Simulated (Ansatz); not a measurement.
TaSbO4:
```yaml
crystal:
  lattice:
    - [5.55992, 0.00000, 0.00000]
    - [0.00000, 11.88659, 0.00000]
    - [0.00000, 0.00000, 4.96928]
  atoms:
    - { symbol: Ta, position: [0.62362, 0.25000, 0.25000] }
    - { symbol: Ta, position: [0.37638, 0.75000, 0.75000] }
    - { symbol: Ta, position: [0.87638, 0.75000, 0.25000] }
    - { symbol: Ta, position: [0.12362, 0.25000, 0.75000] }
    - { symbol: Sb, position: [0.25000, 0.00000, 0.19588] }
    - { symbol: Sb, position: [0.75000, 0.00000, 0.80412] }
    - { symbol: Sb, position: [0.25000, 0.50000, 0.30412] }
    - { symbol: Sb, position: [0.75000, 0.50000, 0.69588] }
    - { symbol: O, position: [0.58076, 0.09479, 0.08345] }
    - { symbol: O, position: [0.41924, 0.90521, 0.91655] }
    - { symbol: O, position: [0.91924, 0.90521, 0.08345] }
    - { symbol: O, position: [0.08076, 0.09479, 0.91655] }
    - { symbol: O, position: [0.58076, 0.40521, 0.41655] }
    - { symbol: O, position: [0.41924, 0.59479, 0.58345] }
    - { symbol: O, position: [0.91924, 0.59479, 0.41655] }
    - { symbol: O, position: [0.08076, 0.40521, 0.58345] }
    - { symbol: O, position: [0.34876, 0.19915, 0.49244] }
    - { symbol: O, position: [0.65124, 0.80085, 0.50756] }
    - { symbol: O, position: [0.15124, 0.80085, 0.49244] }
    - { symbol: O, position: [0.84876, 0.19915, 0.50756] }
    - { symbol: O, position: [0.34876, 0.30085, 0.00756] }
    - { symbol: O, position: [0.65124, 0.69915, 0.99244] }
    - { symbol: O, position: [0.15124, 0.69915, 0.00756] }
    - { symbol: O, position: [0.84876, 0.30085, 0.99244] }
```

Relaxed with r²SCAN. Special points in fractions of this cell's reciprocal vectors: Γ (0.000, 0.000, 0.000); X (0.500, 0.000, 0.000); S (0.500, 0.500, 0.000); Y (0.000, 0.500, 0.000); Z (0.000, 0.000, 0.500); U (0.500, 0.000, 0.500); R (0.500, 0.500, 0.500); T (0.000, 0.500, 0.500).

List the band energies nearest the valence-band maximum at these points for r²SCAN (plane waves, PAW; program Ansatz).

In eV from the valence-band maximum; about four levels below and three above (degenerate sets whole), none deeper than 8.9 eV; points with the same levels are listed once.

| k | below | above |
|---|---|---|
| Γ | -0.32 -0.22 -0.16 -0.06 | 3.43 3.43 3.56 |
| X | -0.69 -0.69 -0.59 -0.59 | 4.03 4.03 4.28 4.28 |
| S | -0.69 -0.69 -0.69 -0.69 | 4.28 4.28 4.28 4.28 |
| Y | -0.29 -0.29 -0.08 -0.08 | 3.50 3.50 3.61 3.61 |
| Z | -0.69 -0.69 -0.31 -0.31 | 4.02 4.02 4.21 4.21 |
| U | -0.62 -0.62 -0.39 -0.39 | 3.47 3.47 3.82 3.82 |
| R | -0.79 -0.79 -0.33 -0.33 | 3.55 3.55 3.73 3.73 |
| T | -0.59 -0.59 -0.37 -0.37 | 3.79 3.79 4.46 4.46 |

Space group Pnna. The workflow started from a Materials Project entry (that database holds measured and hypothetical structures alike); the Crystallography Open Database files this formula in space group No. 52, but the cells were not matched. Its standing as an ambient phase is unchecked. The cell was relaxed with r²SCAN under the symmetry of its start; whether a distortion lowers the energy is not shown. No spin polarisation was allowed. Scalar-relativistic: spin–orbit coupling is off unless named, which matters more the heavier the elements.

Potentials: the later of the program's two PAW sets.
